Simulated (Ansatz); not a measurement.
Input:

Ba:
Space group Im-3m (No. 229); a = 5.0711 Å, b = 5.0711 Å, c = 5.0711 Å, α = 90.00°, β = 90.00°, γ = 90.00°

| atom | site | symmetry | x | y | z |
|---|---|---|---|---|---|
| Ba | 2a | m-3m | 0.0000 | 0.0000 | 0.0000 |
(The calculation used a cell of 1 atom; values per cell refer to that cell.)

This is the r²SCAN-relaxed structure.

Problem. All from the program Ansatz at the r²SCAN level (PAW), unless another level is named. Give the density of states at the Fermi level.

Solution. 1.1 states/eV per atom (mean over ±0.08 eV).

Problem. Next, the gap with spin–orbit coupling?

Solution. none (metallic).

The cell was relaxed with r²SCAN under the symmetry of its start; phonons on a q-mesh show no instability. Scalar-relativistic: spin–orbit coupling is off unless named, which matters more the heavier the elements.

Potentials: the later of the program's two PAW sets.
